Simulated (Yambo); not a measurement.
A G0W0@PBEsol run in Yambo for YPO4 (space group I4_1/amd, No. 141) (2×2×2 Γ-centred k mesh, 221 bands and a 7 Ry block in the screening, 221 bands in G with the Bruneval-Gonze terminator, plasmon pole fitted at 27.2 eV) gives these matrix elements, in eV, at the band edges (Γ → X):

| state | E0 | <Vxc> | <Σx> | <Σc(E0)> | Z |
|---|---|---|---|---|---|
| valence edge | 0.000 | -19.905 | -25.626 | 4.256 | 0.811 |
| conduction edge | 5.984 | -12.701 | -6.777 | -4.172 | 0.856 |

Q: Solve the linearised quasiparticle equation for both states, give the gap, and say how exchange and correlation each act on it.

A: E = E0 + Z(Σx + Σc − Vxc). Valence: 0.000 + 0.811 × (-25.626 + (4.256) − (-19.905)) = -1.19 eV. Conduction: 5.984 + 0.856 × (-6.777 + (-4.172) − (-12.701)) = 7.48 eV. The gap is 8.67 eV, against 5.98 eV in PBEsol. Replacing Vxc by bare exchange alone would open it by 11.64 eV; correlation takes back 8.43 eV of that, and Z scales what is left. Nearest settings tried, and what they do to the gap: 148 bands in W, 148 bands in G: +77 meV; 6 Ry block (249 vectors against 313): -30 meV. Not varied: mesh. So the settings aren't converged at that level. The k mesh is coarse. Among the k points computed, the smallest G0W0 gap is 8.44 eV, Γ → Γ. The mesh misses a band edge: along a dense path the PBEsol gap is 5.88 eV against 5.98 eV on the mesh. 

Geometry of the Materials Project entry, not relaxed at this level; primitive cell a = 5.7277 Å, b = 5.7277 Å, c = 5.7277 Å, α = 106.05°, β = 106.05°, γ = 116.55°.
